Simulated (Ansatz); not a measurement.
C:
```cif
data_C36
_chemical_formula_sum 'C36'
_space_group_name_H-M_alt 'R-3m :H'
_space_group_IT_number 166
_space_group_name_Hall '-R 3 2"'
_cell_length_a 6.84445
_cell_length_b 6.84445
_cell_length_c 10.05009
_cell_angle_alpha 90.000
_cell_angle_beta 90.000
_cell_angle_gamma 120.000
loop_
_atom_site_label
_atom_site_type_symbol
_atom_site_symmetry_multiplicity
_atom_site_Wyckoff_symbol
_atom_site_fract_x
_atom_site_fract_y
_atom_site_fract_z
_atom_site_occupancy
C1 C 18 f 0.00000 0.20683 0.00000 1
C2 C 18 f 0.00000 0.41142 0.00000 1
```
(The calculation used a cell of 12 atoms; values per cell refer to that cell.)

Relaxed at zero pressure with plane-wave PAW r²SCAN+D4 (Ansatz code).

### Question
The volume is raised by 3 % and shape and atoms relax at that volume. What pressure results, and how do the axes share the change?

### Answer
-0.6 GPa; a 0.1 %, b 0.1 %, c 2.8 %; the energy rises by 1 meV/atom.

### Question
Give the new structure.

### Answer

Space group R-3m, hexagonal axes (No. 166); a = b = 6.850 Å, c = 10.336 Å, α = β = 90.00°, γ = 120.00°

```
atom  site  symmetry       x       y       z
----  ----  --------  ------  ------  ------
C      18f        .2  0.0000  0.2068  0.0000
C      18f        .2  0.0000  0.4114  0.0000
```

The phase is kept; no other phase was compared at this pressure.

The start of the workflow was typed in or built on a structure type; the Crystallography Open Database files this formula in space group No. 166, but the cells were not matched. It is not the phase usual at ambient conditions (space group No. 194, 227). The r²SCAN+D4 relaxation kept the symmetry of its start; its stability against distortions is not shown here.

Potentials: the earlier of the program's two PAW sets.
